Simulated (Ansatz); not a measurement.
Task: Os (hcp (Mg type), P6_3/mmc) is relaxed with the program Ansatz at the PBE level (PAW). What lattice parameters of the conventional cell result?

Result: a = 2.754 Å, c = 4.347 Å.

The PBE relaxation kept the symmetry of its start. The run is not spin-polarised. Axis ratios of metals converge slowly with the k-mesh, so a and c are less sure than the volume. Scalar-relativistic: spin–orbit coupling is off unless named, which matters more the heavier the elements.

Potentials: the later of the program's two PAW sets.
